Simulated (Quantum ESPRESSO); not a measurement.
Ti2NbO5F3, finding a planted mistake in a log

Computed values, not a measurement. The program is pw.x of Quantum ESPRESSO 7.5 (plane-wave density functional theory). The cell is made up: 11 atoms on a fluorite lattice with one site empty, with randomly drawn elements, strain and displacements, not relaxed. PseudoDojo standard norm-conserving files (v0.5 for PBE, v0.4.1 for LDA and PBEsol) set the functional; there is no spin polarisation, spin-orbit coupling or dispersion term, and the masses in the input are unused placeholders.

Intended input:

```
&control calculation='scf', pseudo_dir='./dojo.nc.sr.pbe.v0_5.standard.upf', outdir='./o', disk_io='low', tprnfor=.true., tstress=.true. /
&system ibrav=0, nat=11, ntyp=4, nbnd=50, ecutwfc=84.00895049, nosym=.true., tot_charge=0,
 occupations='smearing', smearing='fd', degauss=0.0018374661
/
&electrons conv_thr=7.350e-09, electron_maxstep=60, /
ATOMIC_SPECIES
F 1.0 F.upf
Nb 1.0 Nb.upf
O 1.0 O.upf
Ti 1.0 Ti.upf
CELL_PARAMETERS angstrom
4.7961 -0.0104 0.0601
-0.0104 4.8446 0.0048
0.0601 0.0048 4.929
ATOMIC_POSITIONS angstrom
Ti 0.0681 -0.0006 -0.0125
Nb 0.0284 2.3261 2.4191
Ti 2.3822 2.4597 0.0585
O 1.1756 1.1885 1.3041
O 1.3022 1.1246 3.7854
F 1.1416 3.6532 1.3566
O 1.2038 3.6157 3.667
F 3.5601 1.1734 1.2789
O 3.6715 1.2274 3.6579
O 3.5912 3.6093 1.2569
F 3.4783 3.638 3.802
K_POINTS automatic
5 5 5 1 1 1
```

The log is shortened where brackets say so; the opening notice, blank lines, dates and the lines on written files are dropped, and the path of the files is cut. It prints rydbergs, bohrs and kilobars, and counts compression as positive stress. Where no state is partly filled, the Fermi energy that it prints is only some level between the filled and the empty states on the mesh, and need not lie in the true gap.

Log of the intended run:

```
     Program PWSCF v.7.5
     Parallel version (MPI & OpenMP), running on       4 processor cores
     Number of MPI processes:                 4
     Threads/MPI process:                     1
     [start-up lines left out]
     bravais-lattice index     =            0
     lattice parameter (alat)  =       9.0640  a.u.
     unit-cell volume          =     772.7389 (a.u.)^3
     number of atoms/cell      =           11
     number of atomic types    =            4
     number of electrons       =        88.00
     number of Kohn-Sham states=           50
     kinetic-energy cutoff     =      84.0090  Ry
     charge density cutoff     =     336.0358  Ry
     scf convergence threshold =      7.3E-09
     mixing beta               =       0.7000
     number of iterations used =            8  plain     mixing
     Exchange-correlation= PBE
                           (   1   4   3   4   0   0   0)
     [axes and pseudopotential details left out]
   Cartesian axes
     site n.     atom                  positions (alat units)
         1        Ti     tau(   1) = (   0.0141979  -0.0001251  -0.0026061  )
         2        Nb     tau(   2) = (   0.0059210   0.4849590   0.5043482  )
         3        Ti     tau(   3) = (   0.4966551   0.5128127   0.0121964  )
         4        O      tau(   4) = (   0.2450960   0.2477855   0.2718864  )
         5        O      tau(   5) = (   0.2714903   0.2344632   0.7892025  )
         6        F      tau(   6) = (   0.2380075   0.7616406   0.2828319  )
         7        O      tau(   7) = (   0.2509753   0.7538224   0.7645177  )
         8        F      tau(   8) = (   0.7422306   0.2446373   0.2666326  )
         9        O      tau(   9) = (   0.7654559   0.2558956   0.7626205  )
        10        O      tau(  10) = (   0.7487145   0.7524881   0.2620459  )
        11        F      tau(  11) = (   0.7251764   0.7584716   0.7926633  )
     number of k points=    63  Fermi-Dirac smearing, width (Ry)=  0.0018
                       cart. coord. in units 2pi/alat
        k(    1) = (   0.0990200   0.0991243   0.0960077), wk =   0.0320000
        k(    2) = (   0.0965803   0.0989262   0.2906608), wk =   0.0320000
     [further k points left out]
     Dense  grid:    80393 G-vectors     FFT dimensions: (  54,  54,  60)
     Estimated max dynamical RAM per process >     244.48 MB
     Estimated total dynamical RAM >     919.03 MB
     Initial potential from superposition of free atoms
     starting charge      87.9945, renormalised to      88.0000
     Starting wfcs are   62 randomized atomic wfcs
     total cpu time spent up to now is        8.5 secs
     per-process dynamical memory:   201.1 Mb
     Self-consistent Calculation
     iteration #  1     ecut=    84.01 Ry     beta= 0.70
     Davidson diagonalization with overlap
     ethr =  1.00E-02,  avg # of iterations =  2.0
     total cpu time spent up to now is       19.4 secs
     total energy              =    -672.78872998 Ry
     estimated scf accuracy    <       5.76135390 Ry
     iteration #  2     ecut=    84.01 Ry     beta= 0.70
     Davidson diagonalization with overlap
     ethr =  6.55E-03,  avg # of iterations =  8.0
     total cpu time spent up to now is       41.6 secs
     total energy              =    -664.75128169 Ry
     estimated scf accuracy    <      95.26814973 Ry
     [iterations 3 to 18 left out]
     iteration # 19     ecut=    84.01 Ry     beta= 0.70
     Davidson diagonalization with overlap
     ethr =  1.82E-09,  avg # of iterations =  1.7
     total cpu time spent up to now is      292.6 secs
     total energy              =    -676.02530824 Ry
     estimated scf accuracy    <       0.00000031 Ry
     iteration # 20     ecut=    84.01 Ry     beta= 0.70
     Davidson diagonalization with overlap
     ethr =  3.54E-10,  avg # of iterations =  4.2
     total cpu time spent up to now is      308.4 secs
     End of self-consistent calculation
     [lines on levels left out]
     the Fermi energy is    10.2705 ev
!    total energy              =    -676.02530832 Ry
     estimated scf accuracy    <          4.7E-09 Ry
     smearing contrib. (-TS)   =      -0.00000000 Ry
     internal energy E=F+TS    =    -676.02530832 Ry
     The total energy is F=E-TS. E is the sum of the following terms:
     one-electron contribution =    -207.70215075 Ry
     hartree contribution      =     152.56534984 Ry
     xc contribution           =    -135.63438177 Ry
     ewald contribution        =    -485.25412564 Ry
     convergence has been achieved in  20 iterations
     Forces acting on atoms (cartesian axes, Ry/au):
     atom    1 type  4   force =     0.04817011    0.04730309   -0.09160051
     atom    2 type  2   force =     0.00994045   -0.05254623    0.11041445
     atom    3 type  4   force =    -0.03092497   -0.03083926   -0.06726458
     atom    4 type  3   force =    -0.05395608    0.05852731   -0.01957126
     atom    5 type  3   force =    -0.03471520    0.03951348    0.05768415
     atom    6 type  1   force =     0.04598173    0.02295203   -0.06638493
     atom    7 type  3   force =    -0.08413301   -0.06445827    0.08834824
     atom    8 type  1   force =    -0.01145238   -0.00738085   -0.04169399
     atom    9 type  3   force =     0.04276018    0.05031845    0.05660616
     atom   10 type  3   force =     0.03008345   -0.07927922   -0.02041299
     atom   11 type  1   force =     0.03824571    0.01588947   -0.00612474
     Total force =     0.303612     Total SCF correction =     0.000208
     Computing stress (Cartesian axis) and pressure
          total   stress  (Ry/bohr**3)                   (kbar)     P=      -20.96
   0.00015764  -0.00000567  -0.00024163           23.19       -0.83      -35.55
  -0.00000567  -0.00009703   0.00001352           -0.83      -14.27        1.99
  -0.00024163   0.00001352  -0.00048812          -35.55        1.99      -71.81
     init_run     :      8.02s CPU      8.36s WALL (       1 calls)
     electrons    :    298.74s CPU    299.94s WALL (       1 calls)
     forces       :      2.08s CPU      2.11s WALL (       1 calls)
     stress       :      8.23s CPU      8.23s WALL (       1 calls)
     [timing details left out]
     PWSCF        :   5m17.31s CPU   5m18.98s WALL
     JOB DONE.
```

A second run was made from an input with one planted mistake. Its log:

```
     Program PWSCF v.7.5
     Parallel version (MPI & OpenMP), running on       1 processor cores
     Number of MPI processes:                 1
     Threads/MPI process:                     1
     [start-up lines left out]
     bravais-lattice index     =            0
     lattice parameter (alat)  =       9.0640  a.u.
     unit-cell volume          =     772.7389 (a.u.)^3
     number of atoms/cell      =           11
     number of atomic types    =            4
     number of electrons       =        88.00
     number of Kohn-Sham states=           50
     kinetic-energy cutoff     =      84.0090  Ry
     charge density cutoff     =     336.0358  Ry
     scf convergence threshold =      4.4E-02
     mixing beta               =       0.7000
     number of iterations used =            8  plain     mixing
     Exchange-correlation= PBE
                           (   1   4   3   4   0   0   0)
     [axes and pseudopotential details left out]
   Cartesian axes
     site n.     atom                  positions (alat units)
         1        Ti     tau(   1) = (   0.0141979  -0.0001251  -0.0026061  )
         2        Nb     tau(   2) = (   0.0059210   0.4849590   0.5043482  )
         3        Ti     tau(   3) = (   0.4966551   0.5128127   0.0121964  )
         4        O      tau(   4) = (   0.2450960   0.2477855   0.2718864  )
         5        O      tau(   5) = (   0.2714903   0.2344632   0.7892025  )
         6        F      tau(   6) = (   0.2380075   0.7616406   0.2828319  )
         7        O      tau(   7) = (   0.2509753   0.7538224   0.7645177  )
         8        F      tau(   8) = (   0.7422306   0.2446373   0.2666326  )
         9        O      tau(   9) = (   0.7654559   0.2558956   0.7626205  )
        10        O      tau(  10) = (   0.7487145   0.7524881   0.2620459  )
        11        F      tau(  11) = (   0.7251764   0.7584716   0.7926633  )
     number of k points=    63  Fermi-Dirac smearing, width (Ry)=  0.0018
                       cart. coord. in units 2pi/alat
        k(    1) = (   0.0990200   0.0991243   0.0960077), wk =   0.0320000
        k(    2) = (   0.0965803   0.0989262   0.2906608), wk =   0.0320000
     [further k points left out]
     Dense  grid:    80393 G-vectors     FFT dimensions: (  54,  54,  60)
     Estimated max dynamical RAM per process >     121.82 MB
     Initial potential from superposition of free atoms
     starting charge      87.9945, renormalised to      88.0000
     Starting wfcs are   62 randomized atomic wfcs
     total cpu time spent up to now is       20.1 secs
     per-process dynamical memory:    77.4 Mb
     Self-consistent Calculation
     iteration #  1     ecut=    84.01 Ry     beta= 0.70
     Davidson diagonalization with overlap
     ethr =  1.00E-02,  avg # of iterations =  2.0
     total cpu time spent up to now is       54.2 secs
     total energy              =    -672.78901074 Ry
     estimated scf accuracy    <       5.76105649 Ry
     iteration #  2     ecut=    84.01 Ry     beta= 0.70
     Davidson diagonalization with overlap
     ethr =  6.55E-03,  avg # of iterations =  8.0
     total cpu time spent up to now is      134.8 secs
     total energy              =    -664.75248060 Ry
     estimated scf accuracy    <      95.24630827 Ry
     [iterations 3 to 8 left out]
     iteration #  9     ecut=    84.01 Ry     beta= 0.70
     Davidson diagonalization with overlap
     ethr =  6.65E-05,  avg # of iterations =  1.0
     total cpu time spent up to now is      465.5 secs
     total energy              =    -676.02447692 Ry
     estimated scf accuracy    <       0.05953216 Ry
     iteration # 10     ecut=    84.01 Ry     beta= 0.70
     Davidson diagonalization with overlap
     ethr =  6.65E-05,  avg # of iterations =  1.1
     total cpu time spent up to now is      499.5 secs
     End of self-consistent calculation
     [lines on levels left out]
     the Fermi energy is    10.2890 ev
!    total energy              =    -676.00335189 Ry
     estimated scf accuracy    <       0.02534386 Ry
     smearing contrib. (-TS)   =      -0.00000001 Ry
     internal energy E=F+TS    =    -676.00335188 Ry
     The total energy is F=E-TS. E is the sum of the following terms:
     one-electron contribution =    -208.27080178 Ry
     hartree contribution      =     153.09824766 Ry
     xc contribution           =    -135.57667212 Ry
     ewald contribution        =    -485.25412564 Ry
     convergence has been achieved in  10 iterations
     Forces acting on atoms (cartesian axes, Ry/au):
     atom    1 type  4   force =     0.04874890    0.04803528   -0.09110039
     atom    2 type  2   force =     0.00764355   -0.05042025    0.10774535
     atom    3 type  4   force =    -0.02981000   -0.02819737   -0.06516505
     atom    4 type  3   force =    -0.05477773    0.05455347   -0.02029351
     atom    5 type  3   force =    -0.03300130    0.03211699    0.06103441
     atom    6 type  1   force =     0.04684012    0.02476035   -0.06779270
     atom    7 type  3   force =    -0.08447412   -0.05885349    0.08926806
     atom    8 type  1   force =    -0.01269180   -0.00875454   -0.04328698
     atom    9 type  3   force =     0.04289317    0.04595112    0.05781911
     atom   10 type  3   force =     0.03072251   -0.07660896   -0.02178546
     atom   11 type  1   force =     0.03790670    0.01741739   -0.00644286
     Total force =     0.299673     Total SCF correction =     0.341810
     SCF correction compared to forces is large: reduce conv_thr to get better values
     Computing stress (Cartesian axis) and pressure
          total   stress  (Ry/bohr**3)                   (kbar)     P=       -6.75
   0.00025758  -0.00000193  -0.00019702           37.89       -0.28      -28.98
  -0.00000193  -0.00003984  -0.00001229           -0.28       -5.86       -1.81
  -0.00019702  -0.00001229  -0.00035542          -28.98       -1.81      -52.28
     init_run     :     17.52s CPU     19.96s WALL (       1 calls)
     electrons    :    439.89s CPU    479.42s WALL (       1 calls)
     forces       :      7.76s CPU      7.86s WALL (       1 calls)
     stress       :     28.52s CPU     28.65s WALL (       1 calls)
     [timing details left out]
     PWSCF        :   8m14.15s CPU   8m58.85s WALL
     JOB DONE.
```

Question: what was wrong in the second input?

Answer: the self-consistency threshold is too loose. The input lines that differ, file-writing options aside:

```
- &electrons conv_thr=7.350e-09, electron_maxstep=60, /
+ &electrons conv_thr=4.410e-02, electron_maxstep=60, /
```

|  | intended run | run with the mistake |
| --- | --- | --- |
| free energy (eV) | -9197.793 | -9197.494 |
| smearing term -TS (eV) | 0.0000 | 0.0000 |
| pressure (GPa) | -2.10 | -0.68 |
| largest force component (eV/Å) | 2.839 | 2.770 |
| largest change of a force component (eV/Å) |  | 0.190 |
| iterations | 20 | 10 |

For scale, a rerun of the intended cell at a cutoff of 1467 eV and k mesh 7 x 7 x 7 moved values by no more than 0.004 eV in energy, 0.05 GPa in stress and 0.003 eV/Å in force.